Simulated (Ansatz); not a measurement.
A geometry of InSe away from equilibrium: step 3 of the relaxation of a relaxed InSe cell shaken by Gaussian noise of σ = 0.08 Å a coordinate. The numbers are results of r2SCAN (plane waves to 500 eV, PAW, scalar-relativistic; Ansatz, a quantum-chemistry and plane-wave program), not measurements. Γ-centred k-mesh 7×7×2 on the run's cell (coarser than for final values), Fermi–Dirac smearing 0.05 eV.

```yaml
crystal:
  lattice:
    - [4.12961, 0.00436, 0.00720]
    - [-2.06102, 3.57345, -0.01788]
    - [0.03401, -0.07794, 19.48048]
  atoms:
    - { symbol: In, position: [0.00011, 0.98588, 0.97813] }
    - { symbol: In, position: [0.01733, 0.00864, 0.47733] }
    - { symbol: In, position: [0.64709, 0.32439, 0.76571] }
    - { symbol: In, position: [0.34901, 0.66589, 0.26510] }
    - { symbol: Se, position: [0.98066, 0.01188, 0.84869] }
    - { symbol: Se, position: [0.01056, 0.00813, 0.34753] }
    - { symbol: Se, position: [0.68298, 0.34491, 0.53779] }
    - { symbol: Se, position: [0.33316, 0.65774, 0.03871] }
```

Problem. Predict the force on each atom, in eV/Å.

Solution. 
```csv
atom,Fx,Fy,Fz
In1,-0.03,0.03,-0.02
In2,-0.02,0.00,-0.03
In3,-0.08,0.11,0.02
In4,-0.06,0.03,-0.01
Se5,0.11,-0.13,-0.02
Se6,0.06,-0.04,0.02
Se7,0.01,0.00,0.02
Se8,0.00,-0.01,0.02
```

Problem. What is the pressure?

Solution. 0.0 GPa, compression positive.

Problem. How much energy per atom can still be gained by relaxing?

Solution. 0.01 eV/atom; the path ends in Cmc2₁ (No. 36) at a tolerance of 0.01 Å, P6₃mc (No. 186) at 0.1 Å.

No spin polarisation in the result.

The end of the path is a generated cell of InSe: the first start was made by placing the elements on the sites of a structure type, and the end was not matched to a known phase here, so it may be hypothetical. Known forms of InSe include space group No. 194.
